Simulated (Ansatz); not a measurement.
Question: SnSe (rock salt, Fm-3m) is relaxed with PBE in the plane-wave PAW code Ansatz. What lattice parameters of the conventional cell result?

Answer: a = 6.062 Å.

These are the values of the symmetrised cell.

Question: Is it a metal or does it have a gap at this level?

Answer: No gap at this level.

The start of the workflow was typed in or built on a structure type; the Crystallography Open Database files this formula in space group No. 225, but the cells were not matched. It is not the phase usual at ambient conditions (space group No. 62). The PBE relaxation kept the symmetry of its start; whether a distortion lowers the energy is not shown. Spin–orbit coupling is left out wherever it is not named.

Potentials: the earlier of the program's two PAW sets.
